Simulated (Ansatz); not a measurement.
**CaCd2As2, first-principles data**

CaCd₂As₂:
```yaml
crystal:
  lattice:
    - [4.40815, 0.00000, 0.00000]
    - [-2.20408, 3.81757, 0.00000]
    - [0.00000, 0.00000, 7.19550]
  atoms:
    - { symbol: Ca, position: [0.00000, 0.00000, 0.00000] }
    - { symbol: Cd, position: [0.33333, 0.66667, 0.63372] }
    - { symbol: Cd, position: [0.66667, 0.33333, 0.36628] }
    - { symbol: As, position: [0.33333, 0.66667, 0.23747] }
    - { symbol: As, position: [0.66667, 0.33333, 0.76253] }
```

Space group P-3m1 (No. 164); conventional cell a = 4.4082 Å, b = 4.4082 Å, c = 7.1955 Å, α = 90.00°, β = 90.00°, γ = 120.00°.

Method: plane-wave PAW r²SCAN (Ansatz code). Structure relaxed to zero pressure with the same functional. Other levels are named where they apply.

Cell and energy:

Volume per atom: 24.22 Å³
Density: 5.69 g/cm³

Electronic structure:

Band gap: 0.77 eV (direct)
Valence-band maximum: at Γ
Conduction-band minimum: at Γ
Electron effective mass: 0.066, 0.066, 0.14 mₑ (principal values)
Hole effective mass, band 1 of 2 at the edge: 0.48 along x, 0.67 along z (mₑ)
Hole effective mass, band 2 of 2 at the edge: 0.056 along x, 0.67 along z (mₑ)

Mechanics:

- Bulk modulus (Birch–Murnaghan fit): 55.2 GPa
- Pressure derivative B′: 4.3

Charges:

- Bader charges: Ca +1.46, Cd +0.50, As -1.24 e

The first step of the workflow began from a Materials Project structure, measured or hypothetical; the Crystallography Open Database files this formula in space group No. 164, but the cells were not matched. Whether it is the stable phase at ambient conditions was not checked. The r²SCAN relaxation kept the symmetry of its start; whether a distortion lowers the energy is not shown. Scalar-relativistic: spin–orbit coupling is off unless named, which matters more the heavier the elements.

Potentials: the later of the program's two PAW sets.
